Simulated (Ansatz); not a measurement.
Au (fcc, Cu type)

```
CELL_PARAMETERS angstrom
      4.12402     0.00000     0.00000
      0.00000     4.12402     0.00000
      0.00000     0.00000     4.12402
ATOMIC_POSITIONS crystal
  Au 0.00000 0.00000 0.00000
  Au 0.50000 0.50000 0.00000
  Au 0.50000 0.00000 0.50000
  Au 0.00000 0.50000 0.50000
```

In this cell atom 3 (Au, nearest neighbour Au at 2.916 Å; its periodic images, 4.1 Å or more away, move with it) is moved by s towards the nearest neighbour, unit vector (-0.707, 0.707, 0.000); all other atoms and the cell stay fixed.

Method: r2SCAN (plane waves to 500 eV, PAW, scalar-relativistic; Ansatz, an electronic-structure program). k mesh 9×9×9 (Γ-centred), Fermi-Dirac smearing 0.05 eV. Energies are smeared free energies. With partly filled bands, energies and forces of such displacements shift with the k mesh and the smearing. On this mesh the relaxed cell isn't quite at rest: it carries a pressure of -0.1 GPa (compression positive) at the zero of the scan. Au was relaxed with its symmetry unable to fall. Spin-orbit coupling is left out, though Au is heavy. The PAW data are Ansatz's earlier set. ΔE is measured from the undisplaced structure. The last digit holds for this mesh only.

| s (Å) | ΔE (meV/cell) |
|---|---|
| -0.290 | 263.0 |
| -0.232 | 162.4 |
| -0.174 | withheld |
| -0.116 | 38.7 |
| -0.058 | 9.6 |
| 0.000 | 0.0 |
| 0.058 | 9.6 |
| 0.116 | 38.7 |
| 0.174 | withheld |
| 0.232 | 162.4 |
| 0.290 | 263.0 |

Fit an even polynomial form (powers 2, 4) to the given rows and predict ΔE at s = -0.174.

Least squares on the 9 given rows: ΔE = (2824)·s² + (3604)·s⁴, in meV/cell with s in Å; root-mean-square residual 0.04 meV/cell. At -0.174 the fit gives 88.8 meV/cell; the calculation gives 88.8 meV/cell, the same to the digits shown. The quadratic term alone would give 85.5 meV/cell.

(A displaced cell: forces are minus the slopes of the energy, force constants its curvatures, and phonons follow from these.)
